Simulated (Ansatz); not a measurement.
**Profile along the Pb–Pb line in Pb (fcc, Cu type)**

Pb (fcc, Cu type), conventional cell a = 4.991 Å, b = 4.991 Å, c = 4.991 Å, α = 90.00°, β = 90.00°, γ = 90.00°. The calculation uses the primitive cell of 1 atom, to which meshes and values per cell refer.

Fields along a shortest Pb–Pb line of a {100} plane (3.53 Å), from Pb to Pb, interpolated on the slice's grid (step about 0.1 Å). All values below come from r2SCAN (plane waves to 500 eV, PAW, scalar-relativistic; Ansatz, a program for electronic structure). k mesh 16×16×16. Near the nuclei the fields are pseudised (PAW); where an atom keeps semicore shells as valence, they peak there. Pb was relaxed with its symmetry unable to fall. Spin-orbit coupling is left out, though Pb is heavy. The PAW data are Ansatz's earlier set.

```json
[
 {"distance from Pb (Å)": "0.00", "valence electron density (e/Å³)": "8.42", "electron localisation function": "x"},
 {"distance from Pb (Å)": "0.18", "valence electron density (e/Å³)": "7.65", "electron localisation function": "x"},
 {"distance from Pb (Å)": "0.35", "valence electron density (e/Å³)": "5.94", "electron localisation function": "x"},
 {"distance from Pb (Å)": "0.53", "valence electron density (e/Å³)": "4.08", "electron localisation function": "0.17"},
 {"distance from Pb (Å)": "0.71", "valence electron density (e/Å³)": "2.38", "electron localisation function": "0.36"},
 {"distance from Pb (Å)": "0.88", "valence electron density (e/Å³)": "1.16", "electron localisation function": "0.44"},
 {"distance from Pb (Å)": "1.06", "valence electron density (e/Å³)": "0.54", "electron localisation function": "0.40"},
 {"distance from Pb (Å)": "1.24", "valence electron density (e/Å³)": "0.29", "electron localisation function": "0.35"},
 {"distance from Pb (Å)": "1.41", "valence electron density (e/Å³)": "0.18", "electron localisation function": "0.31"},
 {"distance from Pb (Å)": "1.59", "valence electron density (e/Å³)": "0.13", "electron localisation function": "0.24"},
 {"distance from Pb (Å)": "1.76", "valence electron density (e/Å³)": "0.12", "electron localisation function": "0.21"},
 {"distance from Pb (Å)": "1.94", "valence electron density (e/Å³)": "0.13", "electron localisation function": "0.24"},
 {"distance from Pb (Å)": "2.12", "valence electron density (e/Å³)": "0.18", "electron localisation function": "0.31"},
 {"distance from Pb (Å)": "2.29", "valence electron density (e/Å³)": "0.29", "electron localisation function": "0.35"},
 {"distance from Pb (Å)": "2.47", "valence electron density (e/Å³)": "0.54", "electron localisation function": "0.40"},
 {"distance from Pb (Å)": "2.65", "valence electron density (e/Å³)": "1.16", "electron localisation function": "0.44"},
 {"distance from Pb (Å)": "2.82", "valence electron density (e/Å³)": "2.38", "electron localisation function": "0.36"},
 {"distance from Pb (Å)": "3.00", "valence electron density (e/Å³)": "4.08", "electron localisation function": "0.17"},
 {"distance from Pb (Å)": "3.18", "valence electron density (e/Å³)": "5.94", "electron localisation function": "x"},
 {"distance from Pb (Å)": "3.35", "valence electron density (e/Å³)": "7.65", "electron localisation function": "x"},
 {"distance from Pb (Å)": "3.53", "valence electron density (e/Å³)": "8.42", "electron localisation function": "x"}
]
```

x: too close to a nucleus for the ELF to mean much.

Density on the Pb–Pb line (3.53 Å) at its midpoint: 0.12 e/Å³. ELF at that point: 0.21.
